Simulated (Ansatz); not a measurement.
Relaxed AlNi (CsCl type):

```yaml
crystal:
  lattice:
    - [2.86315, 0.00000, 0.00000]
    - [0.00000, 2.86315, 0.00000]
    - [0.00000, 0.00000, 2.86315]
  atoms:
    - { symbol: Al, position: [0.00000, 0.00000, 0.00000] }
    - { symbol: Ni, position: [0.50000, 0.50000, 0.50000] }
```

Scan: atom 2 (Ni, nearest neighbour Al at 2.480 Å; its periodic images, 2.9 Å or more away, move with it) is displaced along Cartesian [110], direction (0.707, 0.707, 0.000) in Cartesian axes, by s. The other atoms stay.

Computed with r2SCAN (plane waves to 500 eV, PAW, scalar-relativistic; Ansatz, a program for electronic structure). k mesh 13×13×13 (Γ-centred), Fermi-Dirac smearing 0.05 eV. Energies are smeared free energies. With partly filled bands, energies and forces of such displacements shift with the k mesh and the smearing. AlNi is run without spin polarisation. AlNi was relaxed with its symmetry unable to fall. ΔE is measured from the undisplaced structure. The last digit holds for this mesh only.

```csv
s (Å),ΔE (meV/cell)
-0.740,2455.7
-0.592,1426.1
-0.444,733.2
-0.296,302.7
-0.148,72.1
0.000,0.0
0.148,72.1
0.296,302.7
0.444,733.2
0.592,1426.1
0.740,2455.7
```

What force constant k = d²E/ds² at s = 0 does the table give?

6.5 eV/Å². It is the second difference of the nearest points, corrected with the next pair.

With k = 6.47 eV/Å² from the forces, is the well harmonic out to s = 0.740 Å?

½ks² = 1772 meV/cell against the computed 2456 meV/cell, so the well is stiffer than harmonic there.

(For displaced atoms, the force is minus the slope of the energy, and its curvature is a force constant, which sets phonon frequencies.)
